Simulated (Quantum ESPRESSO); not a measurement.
```
CELL_PARAMETERS angstrom
      0.00000     5.37812     5.37812
      5.37812     0.00000     5.37812
      5.37812     5.37812     0.00000
ATOMIC_POSITIONS crystal
  Br 0.76794 0.23206 0.23206
  Br 0.23206 0.76794 0.76794
  Br 0.23206 0.76794 0.23206
  Br 0.76794 0.23206 0.76794
  Br 0.23206 0.23206 0.76794
  Br 0.76794 0.76794 0.23206
  Pd 0.00000 0.00000 0.00000
  Cs 0.25000 0.25000 0.25000
  Cs 0.75000 0.75000 0.75000
```

The geometry is that of Materials Project entry mp-1205847, symmetrised and not relaxed again.

Q: What does PBEsol (Quantum ESPRESSO, PseudoDojo norm-conserving, 82 Ry, without SOC) give for the electronic structure near the Fermi level?

A: The PBEsol gap is indirect, 0.64 eV, from Γ to X; the smallest direct gap is 0.67 eV. Spin-orbit splittings are left out.

The structure is a Materials Project entry; no match was found in the copy of COD used, and its stability was not checked.
